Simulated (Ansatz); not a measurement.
input.yaml

```yaml
crystal:
  lattice:
    - [3.0240627336, 0.0, 0.0]
    - [-1.5120313668, 2.61891515, 0.0]
    - [0.0, 0.0, 7.7705581607]
  atoms:
    - { symbol: Na, position: [0.0, 0.0, 0.5] }
    - { symbol: Fe, position: [0.3333333333, 0.6666666667, 0.1620425942], spin: 3.95 }
    - { symbol: Fe, position: [0.6666666667, 0.3333333333, 0.8379574058], spin: 3.95 }
    - { symbol: O, position: [0.3333333333, 0.6666666667, 0.7044343206], spin: 0.38 }
    - { symbol: O, position: [0.6666666667, 0.3333333333, 0.2955656794], spin: 0.38 }
    - { symbol: O, position: [0.0, 0.0, 0.0], spin: 0.43 }
basis:
  ecutwfc: 420
kpoints:
  mp_grid: { grid: [12, 12, 6] }
hamiltonian:
  xc: pbesol
scf:
  occupations: { method: gaussian, width: 0.1 }
output:
  forces: true
  stress: true
  eigenvalues: true
  populations: true
  write_density: true
  write_potential: true
  elf: true
  volumetric_format: npy
magnetization:
  spin_polarized: true
relax:
  adjacent_minimum: "off"
  f_tol: 0.005
  max_steps: 80
  cell: { stress_tol: 0.05 }
```

Launched with
```bash
ansatz run input.yaml --threads 1 --pin off --max-ram 2560MiB --backend cpu --events-out ev --progress --plain --runs-dir out
```

Theory: Ansatz, DFT PBEsol, scalar-relativistic, plane waves, PAW.

Abridged output:

```
Pseudopotentials: kind: paw
Pseudopotential: Na, paw, valence charge 9, recommended cutoff 420 eV (normal)
Pseudopotential: Fe, paw, valence charge 16, recommended cutoff 420 eV (normal)
Pseudopotential: O, paw, valence charge 6, recommended cutoff 420 eV (normal)
Functional definition: PBEsol
Crystal: 6 atoms, lattice volume = 61.541 Å³
Basis set: ecut = 420 eV, 1189 PW (Γ), exchange–correlation on 48×48×108 points (8 copies of the dense FFT grid, shifted against one another)
Bands: 41, of which v1, the nominal top of the filled ones, is band 30 counted from 1 (29 counted from 0)
Symmetry: 12 space group operations
Space group: P-3m1 (ITA 164), of the structure as read, at distance tolerance 3.9e-5 Å
Magnetic group: BNS 164.85 (UNI 1315), of the structure as read, at distance tolerance 3.9e-5 Å
k-points: 100 of 864
Initial density: superposition of atomic densities (chi_scale 0.1, normalization cell, long waves kept (reshape's long-wave potential 0.51 eV rms))
Starting moments: Σ|m| = 9.09 μB on 5 of 6 sites
Initial wavefunctions: pseudopotential atomic-orbital guess
Functional: x = pbesol(κ = 0.804, μ = 0.12345679), c = pbesol(β = 0.046)
SCF iter   1: F=—  HF=-12054.677791 eV  |F-HF|=—  |Δ(HF+E_count)|=         —  Δρ=8.04e-2 (↑8.04e-2 ↓7.00e-2) dr2=1.32e1  dr2_m=1.44e-1  M=8.089 μB ∫|m|=8.089 μB  β_m=0.30  ethr=3.10e-3  ⟨swp⟩=5.9  Hψ=28081  notcnv=0
Mixer restart at iter 1: flushing history
spin=Collinear: Kerker preconditioning applied to the charge; magnetization (m = ρ↑ − ρ↓) channel mixes plain (no charge-response kernel on spin).
SCF iter   2: F=—  HF=-12053.453638 eV  |F-HF|=—  |Δ(HF+E_count)|=    1.22e0  Δρ=3.71e-2 (↑3.71e-2 ↓3.17e-2) dr2=4.59e0  dr2_m=7.07e-2  M=8.234 μB ∫|m|=8.235 μB  β_m=0.40  ethr=3.10e-3  ⟨swp⟩=3.3  Hψ=16847  notcnv=0  defer=758
SCF iter   3: F=—  HF=-12054.532976 eV  |F-HF|=—  |Δ(HF+E_count)|=    1.08e0  Δρ=1.77e-2 (↑1.60e-2 ↓1.77e-2) dr2=1.83e0  dr2_m=5.34e-2  M=8.447 μB ∫|m|=8.449 μB  β_m=0.70  ethr=3.10e-3  ⟨swp⟩=2.8  Hψ=14386  notcnv=0  defer=735
SCF iter   4: F=—  HF=-12055.965383 eV  |F-HF|=—  |Δ(HF+E_count)|=    1.43e0  Δρ=2.03e-2 (↑7.85e-3 ↓2.03e-2) dr2=9.72e-1  dr2_m=5.11e-2  M=8.815 μB ∫|m|=8.819 μB  β_m=0.81  ethr=3.10e-3  ⟨swp⟩=2.5  Hψ=12879  notcnv=0  defer=687
SCF iter   5: F=—  HF=-12055.755396 eV  |F-HF|=—  |Δ(HF+E_count)|=   2.10e-1  Δρ=7.17e-3 (↑7.17e-3 ↓6.60e-3) dr2=1.74e-1  dr2_m=1.73e-3  M=8.999 μB ∫|m|=9.007 μB  β_m=0.89  ethr=1.65e-3  ⟨swp⟩=2.4  Hψ=13117  notcnv=0  defer=688
SCF iter   6: F=—  HF=-12055.812133 eV  |F-HF|=—  |Δ(HF+E_count)|=         —  Δρ=7.32e-3 (↑2.76e-3 ↓7.32e-3) dr2=6.54e-2  dr2_m=7.46e-3  M=8.986 μB ∫|m|=8.994 μB  β_m=0.89  ethr=2.95e-4  ⟨swp⟩=2.5  Hψ=12712  notcnv=0  defer=658
Mixer restart at iter 6: flushing history
SCF iter   7: F=—  HF=-12055.834958 eV  |F-HF|=—  |Δ(HF+E_count)|=   2.28e-2  Δρ=2.73e-3 (↑2.73e-3 ↓2.52e-3) dr2=2.05e-2  dr2_m=2.35e-3  M=8.974 μB ∫|m|=8.982 μB  β_m=0.95  ethr=1.11e-4  ⟨swp⟩=2.0  Hψ=12620  notcnv=0  defer=658
SCF iter   8: F=—  HF=-12055.832610 eV  |F-HF|=—  |Δ(HF+E_count)|=   2.35e-3  Δρ=1.55e-3 (↑1.55e-3 ↓1.35e-3) dr2=1.03e-2  dr2_m=5.54e-5  M=8.971 μB ∫|m|=8.978 μB  β_m=0.84  ethr=3.48e-5  ⟨swp⟩=2.8  Hψ=14726  notcnv=0  defer=641
SCF iter   9: F=—  HF=-12055.830156 eV  |F-HF|=—  |Δ(HF+E_count)|=   2.45e-3  Δρ=1.46e-3 (↑8.00e-4 ↓1.46e-3) dr2=7.05e-3  dr2_m=1.00e-4  M=8.972 μB ∫|m|=8.980 μB  β_m=0.92  ethr=1.75e-5  ⟨swp⟩=2.0  Hψ=14525  notcnv=0  defer=641
SCF iter  10: F=—  HF=-12055.829698 eV  |F-HF|=—  |Δ(HF+E_count)|=   4.58e-4  Δρ=3.98e-4 (↑3.98e-4 ↓3.87e-4) dr2=2.98e-3  dr2_m=3.12e-6  M=8.973 μB ∫|m|=8.980 μB  β_m=0.96  ethr=1.20e-5  ⟨swp⟩=1.8  Hψ=9919  notcnv=0  defer=636
SCF iter  11: F=—  HF=-12055.829026 eV  |F-HF|=—  |Δ(HF+E_count)|=   6.72e-4  Δρ=5.13e-4 (↑2.85e-4 ↓5.13e-4) dr2=3.93e-4  dr2_m=3.57e-5  M=8.970 μB ∫|m|=8.978 μB  β_m=0.88  ethr=5.05e-6  ⟨swp⟩=2.6  Hψ=11924  notcnv=0  defer=636
SCF iter  12: F=—  HF=-12055.828991 eV  |F-HF|=—  |Δ(HF+E_count)|=   3.55e-5  Δρ=6.22e-5 (↑6.22e-5 ↓6.00e-5) dr2=1.05e-5  dr2_m=6.32e-8  M=8.969 μB ∫|m|=8.977 μB  β_m=0.93  ethr=6.66e-7  ⟨swp⟩=2.0  Hψ=12423  notcnv=0  defer=636
SCF iter  13: F=—  HF=-12055.828973 eV  |F-HF|=—  |Δ(HF+E_count)|=   1.73e-5  Δρ=3.21e-5 (↑2.20e-5 ↓3.21e-5) dr2=1.48e-6  dr2_m=3.94e-8  M=8.969 μB ∫|m|=8.977 μB  β_m=0.97  ethr=1.78e-8  ⟨swp⟩=2.0  Hψ=12313  notcnv=0  defer=636
SCF iter  14: F=—  HF=-12055.828974 eV  |F-HF|=—  |Δ(HF+E_count)|=   3.35e-7  Δρ=1.84e-5 (↑8.11e-6 ↓1.84e-5) dr2=3.00e-7  dr2_m=5.37e-8  M=8.969 μB ∫|m|=8.977 μB  β_m=0.98  ethr=2.51e-9  ⟨swp⟩=2.0  Hψ=12306  notcnv=0  defer=636
SCF iter  15: F=—  HF=-12055.828974 eV  |F-HF|=—  |Δ(HF+E_count)|=   1.06e-7  Δρ=8.24e-6 (↑1.81e-6 ↓8.24e-6) dr2=6.36e-8  dr2_m=7.55e-9  M=8.969 μB ∫|m|=8.977 μB  β_m=0.99  ethr=5.08e-10  ⟨swp⟩=2.1  Hψ=10046  notcnv=0  defer=636
SCF iter  16: F=-12055.828974 eV  HF=-12055.828974 eV  |F-HF|=3.13e-10  |Δ(HF+E_count)|=  8.46e-10  Δρ=1.23e-6 (↑7.03e-7 ↓1.23e-6) dr2=1.36e-9  dr2_m=2.92e-10  M=8.969 μB ∫|m|=8.977 μB  ethr=1.08e-10  ⟨swp⟩=11.2  Hψ=49299  notcnv=0
SCF 1 converged in 16 iterations: F = -12055.828974 eV  dr2 = 1.36e-9
relax step   1: F+E_penalty+E_count = -12055.82897392 eV  Δ(F+E_penalty+E_count) = +0.000e0 eV  max|allowed force component| = 8.280e-3 eV/Å  Δτ_max = 0.0000 Å  P = -0.155 GPa  Ω = 61.541 Å³  (16 SCF iters, dr2 threshold 1.00e-7 eV, accepted)
Crystal: 6 atoms, lattice volume = 61.509 Å³
Initial density: handed on by an earlier stage of this run
Starting moments: Σ|m| = 9.09 μB on 5 of 6 sites; this step starts from the density that it was given
Initial wavefunctions: those handed on with the density
SCF iter   1: F=—  HF=-12055.829140 eV  |F-HF|=—  |Δ(HF+E_count)|=         —  Δρ=9.92e-5 (↑6.89e-5 ↓9.92e-5) dr2=5.96e-6  dr2_m=2.05e-6  M=8.967 μB ∫|m|=8.975 μB  β_m=0.65  ethr=9.16e-9  ⟨swp⟩=2.9  Hψ=34752  notcnv=0
SCF iter   2: F=—  HF=-12055.829142 eV  |F-HF|=—  |Δ(HF+E_count)|=   2.17e-6  Δρ=5.93e-5 (↑3.98e-5 ↓5.93e-5) dr2=7.71e-6  dr2_m=3.39e-7  M=8.967 μB ∫|m|=8.975 μB  β_m=0.38  ethr=9.16e-9  ⟨swp⟩=2.2  Hψ=12539  notcnv=0
SCF iter   3: F=—  HF=-12055.829142 eV  |F-HF|=—  |Δ(HF+E_count)|=   9.45e-8  Δρ=3.63e-5 (↑2.49e-5 ↓3.63e-5) dr2=3.11e-7  dr2_m=3.61e-7  M=8.967 μB ∫|m|=8.975 μB  β_m=0.46  ethr=9.16e-9  ⟨swp⟩=2.0  Hψ=10519  notcnv=0
SCF iter   4: F=—  HF=-12055.829143 eV  |F-HF|=—  |Δ(HF+E_count)|=   1.25e-6  Δρ=1.42e-5 (↑1.19e-5 ↓1.42e-5) dr2=7.58e-8  dr2_m=8.01e-8  M=8.967 μB ∫|m|=8.975 μB  β_m=0.60  ethr=5.26e-10  ⟨swp⟩=2.0  Hψ=11153  notcnv=0
SCF iter   5: F=—  HF=-12055.829143 eV  |F-HF|=—  |Δ(HF+E_count)|=   3.55e-7  Δρ=1.10e-5 (↑2.59e-6 ↓1.10e-5) dr2=6.09e-8  dr2_m=2.06e-8  M=8.967 μB ∫|m|=8.975 μB  β_m=0.64  ethr=1.28e-10  ⟨swp⟩=2.0  Hψ=11704  notcnv=0
SCF iter   6: F=-12055.829143 eV  HF=-12055.829144 eV  |F-HF|=1.13e-8  |Δ(HF+E_count)|=   9.52e-8  Δρ=6.51e-6 (↑4.72e-6 ↓6.51e-6) dr2=1.61e-8  dr2_m=1.63e-8  M=8.967 μB ∫|m|=8.974 μB  ethr=1.03e-10  ⟨swp⟩=5.0  Hψ=44747  notcnv=0
SCF 2 converged in 6 iterations: F = -12055.829143 eV  dr2 = 1.61e-8
relax step   2: F+E_penalty+E_count = -12055.82914349 eV  Δ(F+E_penalty+E_count) = -1.696e-4 eV  max|allowed force component| = 4.350e-3 eV/Å  Δτ_max = 0.0005 Å  P = -0.067 GPa  Ω = 61.509 Å³  energy of the carried Pulay correction = +1.243e-4 eV  (6 SCF iters, dr2 threshold 1.39e-7 eV, accepted)
Crystal: 6 atoms, lattice volume = 61.485 Å³
SCF iter   1: F=—  HF=-12055.829245 eV  |F-HF|=—  |Δ(HF+E_count)|=         —  Δρ=5.10e-5 (↑4.01e-5 ↓5.10e-5) dr2=1.64e-6  dr2_m=5.93e-7  M=8.966 μB ∫|m|=8.974 μB  β_m=0.65  ethr=2.74e-9  ⟨swp⟩=2.3  Hψ=34097  notcnv=0
SCF iter   2: F=—  HF=-12055.829246 eV  |F-HF|=—  |Δ(HF+E_count)|=   1.48e-6  Δρ=3.50e-5 (↑2.18e-5 ↓3.50e-5) dr2=2.08e-6  dr2_m=1.11e-7  M=8.966 μB ∫|m|=8.973 μB  β_m=0.38  ethr=2.74e-9  ⟨swp⟩=2.6  Hψ=13941  notcnv=0
SCF iter   3: F=—  HF=-12055.829247 eV  |F-HF|=—  |Δ(HF+E_count)|=   2.12e-7  Δρ=1.99e-5 (↑1.35e-5 ↓1.99e-5) dr2=7.86e-8  dr2_m=1.16e-7  M=8.966 μB ∫|m|=8.973 μB  β_m=0.50  ethr=2.74e-9  ⟨swp⟩=2.0  Hψ=10542  notcnv=0
SCF iter   4: F=—  HF=-12055.829248 eV  |F-HF|=—  |Δ(HF+E_count)|=   9.13e-7  Δρ=1.21e-5 (↑8.64e-6 ↓1.21e-5) dr2=8.04e-8  dr2_m=5.14e-8  M=8.966 μB ∫|m|=8.973 μB  β_m=0.65  ethr=1.33e-10  ⟨swp⟩=2.0  Hψ=13663  notcnv=0
SCF iter   5: F=—  HF=-12055.829248 eV  |F-HF|=—  |Δ(HF+E_count)|=   2.98e-7  Δρ=9.94e-6 (↑2.81e-6 ↓9.94e-6) dr2=6.52e-8  dr2_m=1.38e-8  M=8.966 μB ∫|m|=8.973 μB  β_m=0.64  ethr=1.33e-10  ⟨swp⟩=2.0  Hψ=11715  notcnv=0
SCF iter   6: F=—  HF=-12055.829248 eV  |F-HF|=—  |Δ(HF+E_count)|=   4.95e-8  Δρ=3.11e-6 (↑3.11e-6 ↓1.85e-6) dr2=1.51e-9  dr2_m=2.94e-9  M=8.966 μB ∫|m|=8.973 μB  β_m=0.67  ethr=1.10e-10  ⟨swp⟩=2.0  Hψ=13752  notcnv=0
SCF iter   7: F=-12055.829248 eV  HF=-12055.829248 eV  |F-HF|=3.30e-9  |Δ(HF+E_count)|=   1.16e-9  Δρ=1.94e-6 (↑5.76e-7 ↓1.94e-6) dr2=3.79e-9  dr2_m=4.13e-10  M=8.966 μB ∫|m|=8.973 μB  ethr=2.57e-12  ⟨swp⟩=4.0  Hψ=39261  notcnv=0
SCF 3 converged in 7 iterations: F = -12055.829248 eV  dr2 = 3.79e-9
relax step   3: F+E_penalty+E_count = -12055.82924795 eV  Δ(F+E_penalty+E_count) = -1.045e-4 eV  max|allowed force component| = 9.142e-4 eV/Å  Δτ_max = 0.0004 Å  P = +0.002 GPa  Ω = 61.485 Å³  energy of the carried Pulay correction = +2.218e-4 eV  (7 SCF iters, dr2 threshold 1.13e-8 eV, accepted)
Initial wavefunctions: pseudopotential atomic-orbital guess (no wavefunctions were taken with the density)
SCF iter   1: F=—  HF=-12055.829049 eV  |F-HF|=—  |Δ(HF+E_count)|=         —  Δρ=5.01e-6 (↑5.01e-6 ↓4.50e-6) dr2=1.59e-8  dr2_m=5.88e-10  M=8.966 μB ∫|m|=8.973 μB  β_m=0.65  ethr=2.78e-8  ⟨swp⟩=3.7  Hψ=52217  notcnv=0
SCF iter   2: F=—  HF=-12055.829047 eV  |F-HF|=—  |Δ(HF+E_count)|=   2.74e-6  Δρ=3.44e-6 (↑3.44e-6 ↓3.27e-6) dr2=1.98e-8  dr2_m=7.38e-11  M=8.966 μB ∫|m|=8.973 μB  β_m=0.35  ethr=2.70e-11  ⟨swp⟩=2.4  Hψ=13523  notcnv=0
SCF iter   3: F=—  HF=-12055.829047 eV  |F-HF|=—  |Δ(HF+E_count)|=   6.45e-9  Δρ=1.76e-6 (↑1.76e-6 ↓1.53e-6) dr2=1.48e-9  dr2_m=3.67e-11  M=8.966 μB ∫|m|=8.973 μB  β_m=0.66  ethr=2.70e-11  ⟨swp⟩=2.0  Hψ=11387  notcnv=0
SCF iter   4: F=—  HF=-12055.829047 eV  |F-HF|=—  |Δ(HF+E_count)|=   1.08e-8  Δρ=8.47e-7 (↑3.59e-7 ↓8.47e-7) dr2=1.14e-9  dr2_m=5.51e-11  M=8.966 μB ∫|m|=8.973 μB  β_m=0.58  ethr=2.51e-12  ⟨swp⟩=2.0  Hψ=11693  notcnv=0
SCF iter   5: F=—  HF=-12055.829047 eV  |F-HF|=—  |Δ(HF+E_count)|=  4.26e-10  Δρ=3.21e-7 (↑2.88e-7 ↓3.21e-7) dr2=1.18e-10  dr2_m=3.62e-11  M=8.966 μB ∫|m|=8.973 μB  β_m=0.63  ethr=1.94e-12  ⟨swp⟩=2.0  Hψ=10500  notcnv=0
SCF iter   6: F=—  HF=-12055.829047 eV  |F-HF|=—  |Δ(HF+E_count)|=  9.46e-11  Δρ=2.59e-7 (↑2.59e-7 ↓1.54e-7) dr2=4.32e-11  dr2_m=1.63e-11  M=8.966 μB ∫|m|=8.973 μB  β_m=0.56  ethr=1.00e-12  ⟨swp⟩=1.8  Hψ=9538  notcnv=0
SCF iter   7: F=-12055.829047 eV  HF=-12055.829047 eV  |F-HF|=3.82e-11  |Δ(HF+E_count)|=  2.00e-11  Δρ=2.44e-7 (↑4.97e-8 ↓2.44e-7) dr2=3.98e-11  dr2_m=9.38e-12  M=8.966 μB ∫|m|=8.973 μB  ethr=1.00e-12  ⟨swp⟩=4.0  Hψ=31391  notcnv=0
SCF 4 converged in 7 iterations: F = -12055.829047 eV  dr2 = 3.98e-11
WARN: an SCF from ferrimagnetic starting moments (0.00, -3.95, 3.95, 0.38, 0.38, 0.43 Bohr magnetons, atom by atom) was not made, by what the run has read of turns of its moments that order reads lower: the deck asks for what bars it, or types moments that do (magnetization.spin_polarized, in the input reference, names some of the keys), or the run goes by scf.lower_state_search: light, the default, which as a rule tries one only behind a close that has lost an order of both signs, or on which an open d or half-filled 4f shell of a PAW file has lost a moment that was set nearer to Hund's than to what is left; or, under a Hubbard U, one that names an f shell that the input leaves bare beside  ...
SCF converged after 7 iterations
Magnetization: 8.9656 μB (33.9828 up, 25.0172 down)
Absolute magnetization: 8.9732 μB (∫|ρ↑−ρ↓|, with the PAW one-centre terms)
Spin contamination: 0.0169 ħ² per cell (⟨S²⟩ above its minimum at these occupations)
Per-site moments (μB) at R_I (Å): [(0.00862286, 0.97350918), (3.58697426, 0.83760454), (3.58697426, 0.83760454), (0.34139759, 0.83760454), (0.34139759, 0.83760454), (0.38398504, 0.88746397)]
Free energy (F): -12055.829047 eV
Harris-Foulkes:  -12055.829047 eV  (|F-HF|=3.82e-11)
Internal energy: -12055.821015 eV  (E = F + TS)
E sigma→0 (E₀):  -12055.825031 eV
Entropy (-TS):   -0.008032 eV (-1.339 meV/atom)
Fermi energy:    11.358898 eV
--- Per-component energies (eV) ---
  E_band       = -791.411089
  E_kinetic    = 1322.568446
  E_local      = -7544.557319  (includes V_loc(G=0)·N_el)
  E_nonlocal   = 721.640818
  E_hartree    = 3039.956807
  E_xc         = -485.118235
  E_vxc        = -625.053786  (∫ρ·V_xc dr)
  E_paw        = -3385.561559  (= ΣΔE_a)
  E_vpaw       = -745.932243  (= ΣTr[D̂ρ^β])
  E_aug_tail   = 0.008989  (compensation charges beyond the density's cutoff)
  E_ewald      = -5725.277922
  E_core_change = 0.518961  (= ΣΔE_core)
  E_smearing   = -0.008032  (= −TS)
--- Forces (eV/Å), atoms counted from 1 ---
  atom   1  Na     0.00000000     0.00000000     0.00000000
  atom   2  Fe     0.00000000     0.00000000    -0.00035135
  atom   3  Fe     0.00000000     0.00000000     0.00035135
  atom   4  O      0.00000000     0.00000000    -0.00095527
  atom   5  O      0.00000000     0.00000000     0.00095527
  atom   6  O      0.00000000     0.00000000     0.00000000
--- Stress (GPa, compression-positive) ---
        0.001326       0.000000       0.000000
        0.000000       0.001326       0.000000
        0.000000       0.000000      -0.014974
  P = ⅓ Tr σ = -0.0041 GPa (-0.041 kbar)
--- Band table (eV; the first three rows and the last of 200) ---
  k-point 0 ↑: bands = ["-78.6251", "-78.6226", "-44.7764", "-44.7690", "-44.7690", "-44.7659", "-44.7659", "-44.7510", "-39.3022", "-11.4906", "-11.3199", "-11.3199", "-8.8516", "-7.3154", "-7.1938", "3.7877", "4.9871", "4.9871", "5.3242", "5.9951", "5.9951", "7.4799", "7.4799", "7.8004", "7.8004", "7.9142", "8.3506", "8.3601", "8.3601", "9.2490", "10.5238", "10.5238", "11.3479", "11.3479", "13.1929", "16.2737", "16.6812", "19.3375", "22.8473", "25.1879", "25.1879"]
  k-point 1 ↑: bands = ["-78.6251", "-78.6226", "-44.7764", "-44.7690", "-44.7690", "-44.7659", "-44.7659", "-44.7510", "-39.3022", "-11.4912", "-11.3199", "-11.3199", "-8.8417", "-7.4079", "-7.1093", "3.7273", "4.9855", "4.9855", "5.4508", "5.9990", "5.9990", "7.4803", "7.4803", "7.8002", "7.8002", "7.8089", "8.3534", "8.3534", "8.4202", "9.1594", "10.5363", "10.5363", "11.3401", "11.3401", "13.3726", "15.9446", "16.8265", "19.4129", "22.9310", "25.1954", "25.1954"]
  k-point 2 ↑: bands = ["-78.6251", "-78.6226", "-44.7764", "-44.7690", "-44.7690", "-44.7659", "-44.7659", "-44.7510", "-39.3022", "-11.4923", "-11.3199", "-11.3199", "-8.8212", "-7.5126", "-7.0214", "3.6239", "4.9824", "4.9824", "5.7103", "6.0070", "6.0070", "7.4811", "7.4811", "7.6027", "7.7996", "7.7996", "8.3394", "8.3394", "8.5558", "8.9662", "10.5617", "10.5617", "11.3239", "11.3239", "13.8161", "15.3764", "16.9418", "19.5571", "23.1380", "25.2109", "25.2109"]
  k-point 99 ↓: bands = ["-74.1925", "-74.1925", "-40.4699", "-40.4699", "-40.4672", "-40.4569", "-40.4504", "-40.4504", "-39.2697", "-11.4863", "-11.4863", "-11.3386", "-7.1414", "-6.1477", "-6.1477", "5.0190", "5.0190", "5.6611", "6.4288", "6.8359", "7.1348", "7.1348", "7.8127", "7.8127", "11.5519", "11.6549", "11.6549", "12.1085", "12.1085", "12.2024", "13.0588", "13.3424", "13.3424", "14.0332", "19.9138", "19.9138", "21.4428", "21.4428", "21.4884", "22.6699", "22.6954"]
--- Relaxed structure (3 steps of the walk, 3 accepted, 1 SCFs on fresh bases) ---
  F+E_penalty+E_count = -12055.82904663 eV   max|allowed force component| = 9.553e-4 eV/Å   (the final SCF, on the basis selected at the relaxed cell)
  cell:  # Å, volume = 61.4847 Å³
    - [3.02394035, 0.0, 0.0]
    - [-1.51197017, 2.61880916, 0.0]
    - [0.0, 0.0, 7.76407355]
  atoms:
    - { symbol: Na, position: [0.0, 0.0, 0.5] }
    - { symbol: Fe, position: [0.33333333, 0.66666666, 0.16192623] }
    - { symbol: Fe, position: [0.66666666, 0.33333333, 0.83807376] }
    - { symbol: O, position: [0.33333333, 0.66666666, 0.70452732] }
    - { symbol: O, position: [0.66666666, 0.33333333, 0.29547267] }
    - { symbol: O, position: [0.0, 0.0, 0.0] }
--- Löwdin populations: 6 sites ---
  site symbol q [e]    m [muB]
     0     Na      8.2802     0.0128
     1     Fe     14.7180     3.7589
     2     Fe     14.7180     3.7589
     3      O      6.9942     0.4698
     4      O      6.9942     0.4698
     5      O      6.9749     0.4793
  spilling = 0.005434 (of n_electrons = 59.000000)
```

The relaxation met its thresholds.

The run took 2.3 min on 1 thread of Arm Neoverse V2, on a shared host, peak memory 0.63 GiB.

The state reached may not be the lowest one. The program reads another magnetic order as possibly lower. Moments started parallel, and an antiferromagnetic order may lie lower.